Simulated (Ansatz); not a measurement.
One crystal and one scan (frozen-phonon scan) at two levels, PBE (plane waves to 420 eV, PAW, scalar-relativistic; Ansatz, a first-principles code) and r2SCAN (plane waves to 500 eV, PAW, scalar-relativistic; Ansatz), each from its own relaxed cell and on its own mesh.

The crystal is Nb (bcc, W type); a phonon pattern at N = (0.5, 0.0, 0.0) is frozen into a 2-atom cell, Q being the largest atomic displacement.

Nb is run without spin polarisation. Nb was relaxed with its symmetry unable to fall. With partly filled bands, energies and forces of such displacements shift with the k mesh and the smearing. Both scans cover Q from -0.180 to 0.180 Å.

```csv
quantity,run 1,run 2
Lattice constant a (Å),3.303,3.310
Energy at Q = 0.180 Å (meV/cell),429,418
```

Q: Which run is which level?

A: Run 2 is PBE, run 1 is r2SCAN. PBE gives the higher value for: lattice constant a. PBE gives the lower value for: energy at Q = 0.180 Å. Both give the same space group of the distorted cell: Cmme (No. 67), lowered from Im-3m. Neither level is exact: the differences show how much the result hangs on the functional.

(A displaced cell: forces are minus the slopes of the energy, force constants its curvatures, and phonons follow from these.)
